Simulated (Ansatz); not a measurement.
Consider the following.

PNO:
```
PNO
1.0
   -2.22264     2.38641     3.51219
    2.22264    -2.38641     3.51219
    2.22264     2.38641    -3.51219
P N O
2 2 2
Direct
  0.61095   0.36095   0.25000
  0.88905   0.13905   0.75000
  0.75000   0.39439   0.64439
  0.25000   0.10561   0.85561
  0.87519   0.25000   0.12519
  0.62481   0.75000   0.37481
```

This is the r²SCAN-relaxed structure. Cartesian axes are those of the cell as given.

Problem. All from r²SCAN (plane waves, PAW; program Ansatz), unless another level is named. Estimate the smallest direct gap on the standard path.

Solution. 6.27 eV.

Problem. Predict the formation energy from the elements (no fitted shifts).

Solution. -1.26 eV/atom.

Problem. And the band gap?

Solution. 5.80 eV (indirect).

Problem. And the valence-band maximum?

Solution. at X (k = 0.500, 0.500, 0.500).

Problem. Predict the conduction-band minimum.

Solution. at Γ.

Space group I2_12_12_1. The first step of the workflow began from a Materials Project structure, measured or hypothetical; the Crystallography Open Database copy checked does not list it. Whether it is the stable phase at ambient conditions was not checked. Symmetry was held in the r²SCAN relaxation; its stability against distortions is not shown here. The references are the lowest solids computed at this level, not always the standard phases (solids in place of the gases).

Potentials: the earlier of the program's two PAW sets.
